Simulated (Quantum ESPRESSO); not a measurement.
# Band energies of GaP

```
GaP
1.0
    3.83480     0.00000     0.00000
   -1.91740     3.32103     0.00000
    0.00000     0.00000     6.31684
P Ga
2 2
Cartesian
  1.91740   1.10701   5.52070
  0.00000   2.21402   2.36228
  1.91740   1.10701   3.15864
  0.00000   2.21402   0.00022
```

norm-conserving PBEsol (Quantum ESPRESSO, 80 Ry, with spin-orbit coupling); path ΓMKΓALHA,LM,KH; energies in eV from the valence-band maximum.

```csv
k (1/Å),point,band 36,band 37,band 38,band 39,band 40,band 41,band 42,band 43
0.00,Γ,0.00,1.25,1.25,1.78,1.78,3.48,3.48,3.60
0.53,,-0.81,1.78,1.79,3.00,3.01,4.12,4.14,4.55
0.95,M,-1.26,1.37,1.37,2.78,2.78,3.68,3.68,4.52
1.06,,-1.48,1.70,1.71,3.07,3.08,3.39,3.39,4.70
1.49,K,-2.96,2.03,2.03,4.92,4.96,4.96,4.97,6.67
1.60,,-2.85,2.12,2.13,4.69,4.71,4.90,4.92,6.09
2.15,,-0.87,2.91,2.92,2.98,3.00,3.57,3.63,4.38
2.58,Γ,0.00,1.25,1.25,1.78,1.78,3.48,3.48,3.60
2.71,,-0.06,1.30,1.30,2.24,2.24,3.53,3.53,3.66
3.08,A,-0.71,2.04,2.04,2.04,2.04,4.28,4.28,4.28
3.29,,-0.98,2.70,2.70,2.71,2.71,4.10,4.10,4.13
3.82,,-2.05,1.72,1.72,1.72,1.72,3.26,3.26,3.27
4.03,L,-2.17,1.56,1.56,1.56,1.56,2.90,2.90,2.90
4.36,,-1.88,2.27,2.27,2.28,2.28,4.40,4.40,4.42
4.57,H,-1.79,2.36,2.36,2.38,2.38,4.65,4.65,4.68
4.85,,-2.01,2.54,2.54,2.56,2.56,4.83,4.83,4.85
5.30,,-1.49,3.18,3.18,3.21,3.21,3.87,3.87,3.95
5.67,A,-0.71,2.04,2.04,2.04,2.04,4.28,4.28,4.28
5.67,L,-2.17,1.56,1.56,1.56,1.56,2.90,2.90,2.90
6.16,M,-1.26,1.37,1.37,2.78,2.78,3.68,3.68,4.52
6.16,K,-2.96,2.03,2.03,4.92,4.96,4.96,4.97,6.67
6.66,H,-1.79,2.36,2.36,2.38,2.38,4.65,4.65,4.68
```

The PBEsol gap is direct, 1.25 eV at Γ.

Geometry relaxed with PBEsol.

This is not the ordinary phase of the substance; no match was found in the copy of COD used, and its stability was not checked.
